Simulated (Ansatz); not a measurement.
Space group F-43m (No. 216). a = 6.571 Å, b = 6.571 Å, c = 6.571 Å, α = 90.00°, β = 90.00°, γ = 90.00°
```csv
atom,site,symmetry,x,y,z
Hg,4a,-43m,0.0000,0.0000,0.0000
Te,4d,-43m,0.2500,0.2500,0.7500
```

Equation of state of this HgTe structure (not necessarily the ground state), with shape and atoms relaxed at each volume where symmetry leaves them free. It has no gap at any of these volumes. Computed with Ansatz, DFT r2SCAN, scalar-relativistic, plane waves, PAW.

Cutoff 500 eV; k points 12×12×12 on the computed 2-atom cell (Γ-centred); Gaussian smearing, width 0.10 eV; no spin polarisation.

| V (Å³/atom) | E − E(largest V) (meV/atom) | P (GPa) |
| --- | --- | --- |
| 31.210 | 47.99 | 7.15 |
| 32.274 | 8.35 | 4.86 |
| 33.337 | -17.37 | 2.95 |
| 34.401 | -31.50 | 1.36 |
| 35.465 | -35.98 | 0.03 |
| 36.529 | -32.42 | -1.07 |
| 37.593 | -22.16 | -1.99 |
| 39.012 | 0.00 | -2.98 |

**Question.** Fit a third-order Birch–Murnaghan equation to E(V).

**Answer.** V0 = 35.49 Å³/atom, B0 = 40 GPa, B0' = 5.1.

Spin-orbit coupling is left out, which matters for the bands of heavy elements.